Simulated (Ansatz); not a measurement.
An Ansatz input:

```yaml
crystal:
  lattice:
    - [0.0, 3.477195667, 3.477195667]
    - [3.477195667, 0.0, 3.477195667]
    - [3.477195667, 3.477195667, 0.0]
  atoms:
    - { symbol: Tl, position: [0.125, 0.125, 0.125] }
    - { symbol: Tl, position: [0.875, 0.875, 0.875] }
hamiltonian:
  xc: r2scan
  pseudopotentials:
    kind: paw
    azcp:
      Tl: "pseudopotentials/Tl.paw.azcp"
basis:
  ecutwfc: 500
  fft_grid_basis: typed
kpoints:
  mp_grid: { grid: [9, 9, 9], shift: [0, 0, 0] }
magnetization:
  spin_polarized: false
scf:
  occupations: { method: fermi_dirac, width: 0.1 }
  lower_state_search: "off"
output:
  stress: true
```

Output

```
Engine: ansatz 0.2.0, x86_64-unknown-linux-gnu
Pseudopotentials: kind: paw
Pseudopotential: Tl, paw, valence charge 13, recommended cutoff 500 eV (meta_gga) 
Functional definition: r2SCAN
  parameter k0 = 0.174
  parameter k1 = 0.065
  parameter a1 = 4.9479
  exchange = r2scan_x(k0 = k0, k1 = k1, a1 = a1)
  correlation = r2scan_c
Crystal: 2 atoms, lattice volume = 84.085 Å³
Basis set: ecut = 500 eV, 2109 PW (Γ), exchange–correlation on 144×144×144 points (64 copies of the dense FFT grid, shifted against one another)
Bands: 17, of which v1, the nominal top of the filled ones, is band 13 counted from 1 (12 counted from 0)
Symmetry: 48 space group operations
Space group: Fd-3m (ITA 227), of the structure as read, at distance tolerance 4.4e-5 Å
k-points: 35 of 729
Non-local potential: Tl, projectors of the file, l = 0: 2, l = 1: 2, l = 2: 2, l = 3: 1
PAW form: soft (Blöchl's): semilocal exchange-correlation on the pseudo side does not see the compensation charge
PAW frozen core: Tl, regenerated for the run's functional (the file was generated under x = pbe(κ = 0.804, μ = 0.2195149727645171), c = pbe(β = 0.06672455060314922))
PAW one-centre angular grid: Tl, 590 points (default); XC on 160 Gauss nodes
Initial density: superposition of atomic densities (neutral atoms: chi_scale 0, normalization atom), corrected by the library's trained network
Initial wavefunctions: pseudopotential atomic-orbital guess
Functional: x = r2scan, c = r2scan; τ floored in thin density (d = 2e-4 eV/Å³)
SCF iter   1: F=-22916.393087 eV  HF=-22916.415700 eV  |F-HF|=2.26e-2  |Δ(HF+E_count)|=         —  Δρ=6.54e-3  dr2=2.74e-2  dr2_τ=1.45e-2  ethr=1.77e-3  ⟨swp⟩=5.9  Hψ=3390  notcnv=0
SCF iter   2: F=-22916.395752 eV  HF=-22916.411911 eV  |F-HF|=1.62e-2  |Δ(HF+E_count)|=   3.79e-3  Δρ=4.88e-3  dr2=1.84e-2  dr2_τ=2.83e-3  ethr=1.06e-4  ⟨swp⟩=2.0  Hψ=1610  notcnv=0
SCF iter   3: F=-22916.404466 eV  HF=-22916.404403 eV  |F-HF|=6.39e-5  |Δ(HF+E_count)|=   7.51e-3  Δρ=2.76e-4  dr2=1.18e-4  dr2_τ=1.74e-6  ethr=7.07e-5  ⟨swp⟩=2.0  Hψ=1183  notcnv=0
SCF iter   4: F=-22916.404497 eV  HF=-22916.404492 eV  |F-HF|=4.79e-6  |Δ(HF+E_count)|=   8.97e-5  Δρ=7.17e-5  dr2=7.52e-6  dr2_τ=1.56e-7  ethr=4.52e-7  ⟨swp⟩=3.0  Hψ=1229  notcnv=0
SCF iter   5: F=-22916.404497 eV  HF=-22916.404497 eV  |F-HF|=2.87e-7  |Δ(HF+E_count)|=   4.59e-6  Δρ=1.71e-5  dr2=2.58e-7  dr2_τ=1.10e-8  ethr=2.89e-8  ⟨swp⟩=2.3  Hψ=1045  notcnv=0
SCF iter   6: F=-22916.404497 eV  HF=-22916.404497 eV  |F-HF|=1.31e-8  |Δ(HF+E_count)|=   3.17e-7  Δρ=2.58e-6  dr2=5.77e-9  dr2_τ=1.42e-10  ethr=3.85e-10  ⟨swp⟩=4.3  Hψ=2120  notcnv=0
SCF 1 converged in 6 iterations: F = -22916.404497 eV  dr2 = 5.77e-9
SCF converged after 6 iterations
Free energy (F): -22916.404497 eV
Harris-Foulkes:  -22916.404497 eV  (|F-HF|=1.31e-8)
Internal energy: -22916.346482 eV  (E = F + TS)
E sigma→0 (E₀):  -22916.375490 eV
Entropy (-TS):   -0.058015 eV (-29.007 meV/atom)
Fermi energy:    5.647550 eV
--- Per-component energies (eV) ---
  E_band       = -119.989443
  E_kinetic    = 668.302184
  E_local      = -2457.613134  (includes V_loc(G=0)·N_el)
  E_nonlocal   = 634.456385
  E_hartree    = 941.492525
  E_xc         = -435.368506
  E_vxc        = -311.646013  (∫ρ·V_xc dr)
  E_paw        = -20384.701058  (= ΣΔE_a)
  E_vpaw       = -560.967716  (= ΣTr[D̂ρ^β])
  E_aug_tail   = 0.000037  (compensation charges beyond the density's cutoff)
  E_vtau       = 24.491250  (kinetic-family band-sum trace: ∫τ·v_τ [+ j·A + Jᵃ·Aᵃ] dr)
  E_ewald      = -1884.994437
  E_core_change = 2.079522  (= ΣΔE_core)
  E_smearing   = -0.058015  (= −TS)
  E_closure    = 0.000000  (closes the sum)
  Σ components = -22916.404497   (vs F -22916.404497, Δ=0.00e0)
--- Stress (GPa, compression-positive) ---
        0.006917       0.000000      -0.000000
       -0.000000       0.006917       0.000000
       -0.000000      -0.000000       0.006917
  P = ⅓ Tr σ = 0.0069 GPa (0.069 kbar)
```

Command:

```sh
ansatz run input.yaml --threads 1 --pin off --max-ram 3584MiB --backend cpu --events-out ev --progress --plain --runs-dir out
```

On 1 thread of Intel(R) Xeon(R) Platinum 8259CL CPU @ 2.50GHz (Skylake/Cascade Lake) (shared host) this took about 8.3 s of wall time and 8.2 s of CPU time.
